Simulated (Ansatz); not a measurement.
**Si: a jump of Co**

Method: Ansatz 0.2.0, DFT PBE, scalar-relativistic, plane waves, PAW. Run with 420 eV cutoff, 2×2×2 k-mesh, Gaussian smearing of 0.02 eV, collinear spin.

In a supercell of 16 host sites, interstitial Co hops to an equivalent place, moving 2.24 Å between the relaxed ends. Climbing-image nudged elastic band at fixed cell with images 0 (start) to 4 (end), the path measured over all atoms, converged to 0.05 eV/Å; the order of the saddle wasn't checked, and the small cell leaves errors of about a tenth of an eV.

Start:

```
CELL_PARAMETERS angstrom
0.00000 5.47009 -5.47009
5.47009 5.47009 0.00000
5.47009 0.00000 -5.47009
ATOMIC_POSITIONS crystal
Si 0.13134 0.12935 0.12749
Si 0.12467 0.62513 0.12619
Si 0.61965 0.12618 0.12647
Si 0.62805 0.62423 0.11866
Si 0.12393 0.12482 0.63058
Si 0.12443 0.62649 0.62265
Si 0.62843 0.12168 0.62210
Si 0.62533 0.62487 0.62397
Si 0.25227 0.75383 0.24710
Si 0.24810 0.25320 0.25823
Si 0.74827 0.75056 0.24795
Si 0.75461 0.24873 0.24662
Si 0.24935 0.74886 0.75103
Si 0.25264 0.25069 0.75289
Si 0.75173 0.74908 0.74622
Si 0.74749 0.24884 0.75154
Co 0.99674 0.00331 0.01021
```

Atom 17 jumps to (1.330, -1.294, -1.368) Å.

(1) Give the energy along the band and the structure at its top.

## Answers

(1)
| image | path (Å) | E − E(0) (eV) | Co x (Å) | Co y (Å) | Co z (Å) | force on Co (eV/Å) |
| --- | --- | --- | --- | --- | --- | --- |
| 0 | 0.00 | 0.000 | 0.074 | 0.000 | -0.038 | 0.00 |
| 1 | 0.60 | 0.045 | 0.372 | -0.337 | -0.355 | 0.08 |
| 2 | 1.20 | 0.167 | 0.684 | -0.679 | -0.689 | 0.01 |
| 3 | 1.80 | 0.045 | 1.014 | -0.993 | -1.030 | 0.07 |
| 4 | 2.39 | 0.000 | 1.330 | -1.294 | -1.368 | 0.00 |

Barrier 0.17 eV. Image 2:
```
CELL_PARAMETERS angstrom
0.00000 5.47009 -5.47009
5.47009 5.47009 0.00000
5.47009 0.00000 -5.47009
ATOMIC_POSITIONS crystal
Si 0.13019 0.12955 0.12288
Si 0.13035 0.61872 0.12246
Si 0.61964 0.12942 0.12280
Si 0.63291 0.63221 0.10393
Si 0.11855 0.11792 0.64706
Si 0.13228 0.62400 0.62092
Si 0.62494 0.13114 0.62105
Si 0.62485 0.62398 0.62101
Si 0.25736 0.74572 0.25221
Si 0.24406 0.24309 0.27106
Si 0.74679 0.74557 0.25228
Si 0.74663 0.25659 0.25240
Si 0.25207 0.74409 0.75382
Si 0.25214 0.25107 0.75414
Si 0.75845 0.75726 0.72792
Si 0.74476 0.25107 0.75409
Co 0.93843 0.93752 0.18745
```

Cost: 1 run of about 11 core-minutes, on Intel Xeon Platinum 8259CL (Skylake/Cascade Lake) (shared hosts).